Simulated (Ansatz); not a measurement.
WN₂:
```cif
data_N4W2
_chemical_formula_sum 'W2 N4'
_space_group_name_H-M_alt 'P 1'
_space_group_IT_number 1
_cell_length_a 5.98616
_cell_length_b 5.98616
_cell_length_c 5.98616
_cell_angle_alpha 120.005
_cell_angle_beta 120.005
_cell_angle_gamma 89.991
loop_
_space_group_symop_operation_xyz
  'x, y, z'
loop_
_atom_site_label
_atom_site_type_symbol
_atom_site_fract_x
_atom_site_fract_y
_atom_site_fract_z
_atom_site_occupancy
W1 W 0.50000 0.50000 0.00000 1
W2 W 0.25000 0.75000 0.50000 1
N1 N 0.87500 0.62444 0.24944 1
N2 N 0.37556 0.62500 0.25056 1
N3 N 0.37500 0.62556 0.75056 1
N4 N 0.37444 0.12500 0.74944 1
```

Relaxed with LDA.

Question: Give the optical modes at the zone centre with their infrared activity from DFPT, LDA (plane waves, PAW; program Ansatz).

Answer: Transverse frequencies, without the LO–TO term; a row sums one degenerate level.

| ω (cm⁻¹) | degeneracy | IR ((D/Å)²/amu) | activity |
|---|---|---|---|
| 80 | 1 | 0.00 | IR-inactive |
| 80 | 2 | 0.00 | IR-inactive |
| 301 | 2 | 0.00 | IR-inactive |
| 301 | 1 | 0.00 | IR-inactive |
| 333 | 2 | 0.00 | IR-inactive |
| 333 | 1 | 0.00 | IR-inactive |
| 366 | 1 | 0.00 | IR-inactive |
| 366 | 1 | 0.00 | IR-inactive |
| 704 | 2 | 972.45 | IR |
| 704 | 1 | 486.17 | IR |
| 1251 | 1 | 0.00 | IR-inactive |

Question: How high does the top mode go among those that the LO–TO term moves?

Answer: 1077 cm⁻¹ for q along x.

Space group Fd-3m. The workflow started from a Materials Project entry (that database holds measured and hypothetical structures alike); the Crystallography Open Database copy checked does not list it. Its standing as an ambient phase is unchecked. The cell was relaxed with LDA under the symmetry of its start; its stability against distortions is not shown here. No spin polarisation was allowed. Spin–orbit coupling is left out wherever it is not named.

Potentials: the later of the program's two PAW sets.
